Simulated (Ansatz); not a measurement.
BP (zinc blende)

```xyz
4
Lattice="0.0000 4.5483 4.5483 2.2741 0.0000 2.2741 2.2741 2.2741 0.0000" Properties=species:S:1:pos:R:3 pbc="T T T"
P      3.4112     3.4112     3.4112
P      3.4112     5.6854     5.6854
B      0.0000     0.0000     0.0000
B      2.2741     4.5483     2.2741
```

A phonon eigenvector at L = (0.5, 0.0, 0.0) is frozen into this cell: atom i moves by Q times the vector below, so Q is the largest atomic displacement, in Å. The cell is held. (q is in reciprocal vectors of the primitive cell; the cell shown is doubled to hold the pattern.)

```csv
atom,x,y,z
P1,-0.577,0.577,0.577
P2,0.577,-0.577,-0.577
B3,0.065,-0.065,-0.065
B4,-0.065,0.065,0.065
```

Method: PBE (plane waves to 420 eV, PAW, scalar-relativistic; Ansatz, an electronic-structure program). k mesh 6×12×12 (Γ-centred), Fermi-Dirac smearing 0.05 eV. Energies are smeared free energies. BP was relaxed with its symmetry unable to fall. The PAW data are Ansatz's earlier set. ΔE is measured from the undisplaced structure.

Task: Give the computed ΔE (meV/cell) at Q (Å) = -0.083, -0.050, -0.017, 0.017, 0.033, 0.050, 0.067, 0.100.

Result: 
```json
[
 {"Q (Å)": "-0.083", "ΔE (meV/cell)": "204.2"},
 {"Q (Å)": "-0.050", "ΔE (meV/cell)": "73.3"},
 {"Q (Å)": "-0.017", "ΔE (meV/cell)": "8.1"},
 {"Q (Å)": "0.017", "ΔE (meV/cell)": "8.1"},
 {"Q (Å)": "0.033", "ΔE (meV/cell)": "32.5"},
 {"Q (Å)": "0.050", "ΔE (meV/cell)": "73.3"},
 {"Q (Å)": "0.067", "ΔE (meV/cell)": "130.5"},
 {"Q (Å)": "0.100", "ΔE (meV/cell)": "294.8"}
]
```

(A displaced cell: forces are minus the slopes of the energy, force constants its curvatures, and phonons follow from these.)
